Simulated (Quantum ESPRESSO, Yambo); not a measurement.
CsVN$_{2}$ (space group Fd-3m, No. 227): one geometry, one set of norm-conserving LDA (Quantum ESPRESSO, 84 Ry, scalar-relativistic) orbitals, self-energies from Yambo (2×2×2 Γ-centred k mesh, bands 3 to 214 and a 7 Ry block in the screening, 214 bands in G with the Bruneval-Gonze terminator, plasmon pole fitted at 27.2 eV).

```
level                                                     gap L → Γ (eV)  direct gap at Γ (eV)
--------------------------------------------------------  --------------  --------------------
LDA (Quantum ESPRESSO)                                              0.53                  0.55
exchange only (Hartree-Fock self-energy on LDA orbitals)      (withheld)            (withheld)
static COHSEX@LDA                                                   1.78                  1.84
G0W0@LDA, plasmon pole                                        (withheld)            (withheld)
G0W0@LDA, multipole fit to 8 frequencies, no terminator             1.52                  1.54
G0W0@LDA, plasmon pole, no terminator                               1.47                  1.49
```

Problem. Some entries are withheld; supply them.

Solution. 
- exchange only (Hartree-Fock self-energy on LDA orbitals), gap L → Γ (eV): 10.05
- exchange only (Hartree-Fock self-energy on LDA orbitals), direct gap at Γ (eV): 10.07
- G0W0@LDA, plasmon pole, gap L → Γ (eV): 1.33
- G0W0@LDA, plasmon pole, direct gap at Γ (eV): 1.36

Bare exchange has no screening and gives the widest gap; static COHSEX screens it but leaves out the frequency dependence, which G0W0 restores.

Nearest settings tried, and what they do to the gap: 141 bands in G: -35 meV; 104 bands in W: -27 meV; 3 Ry block (89 vectors against 339): +209 meV. Not varied: mesh. So the settings aren't converged at that level. The k mesh is coarse.

Geometry of the Materials Project entry, not relaxed at this level; primitive cell a = b = c = 5.900 Å, α = β = γ = 60.00°.

The structure is a Materials Project entry; no match was found in the copy of COD used, and its stability was not checked.

The runs are not spin-polarised; magnetic order was not tried.
